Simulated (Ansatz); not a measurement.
Property card for Hf

Hf:
```yaml
crystal:
  lattice:
    - [-1.76886, 1.76886, 1.76886]
    - [1.76886, -1.76886, 1.76886]
    - [1.76886, 1.76886, -1.76886]
  atoms:
    - { symbol: Hf, position: [0.00000, 0.00000, 0.00000] }
```

Space group Im-3m (No. 229), bcc (W type); conventional cell a = b = c = 3.5377 Å, α = β = γ = 90.00°.

Method: r²SCAN in the plane-wave PAW code Ansatz. The cell and atoms are relaxed at this level. Other levels are named where they apply.

**Cell and energy**

```json
{
 "volume_per_atom": "22.14 Å³",
 "density": "13.39 g/cm³"
}
```

**Electronic structure**

```json
{
 "electronic_character": "metallic (no gap)",
 "Density of states at the Fermi level": "1.7 states/eV per atom (mean over ±0.08 eV)",
 "Gap with spin–orbit coupling": "none (metallic)"
}
```

**Mechanics**

```json
{
 "Bulk modulus (Birch–Murnaghan fit)": "100 GPa",
 "Pressure derivative B′": "3.3",
 "Elastic constants (relaxed ions, GPa)": "C11 = 62.3, C12 = 121, C44 = 56.4",
 "mechanical_stability": "unstable (C has a negative eigenvalue)"
}
```

This is a known high-temperature phase of the composition, computed here at zero pressure and temperature. The cell was relaxed with r²SCAN under the symmetry of its start. The run is not spin-polarised. As this level gives no gap, shear constants depend on the k-mesh and smearing (Fermi–Dirac, 0.1 eV here). On the denser mesh and wider smearing of the elastic run this cell carries a stress of 0.4 GPa. Scalar-relativistic: spin–orbit coupling is off unless named, which matters more the heavier the elements.

Potentials: the later of the program's two PAW sets.
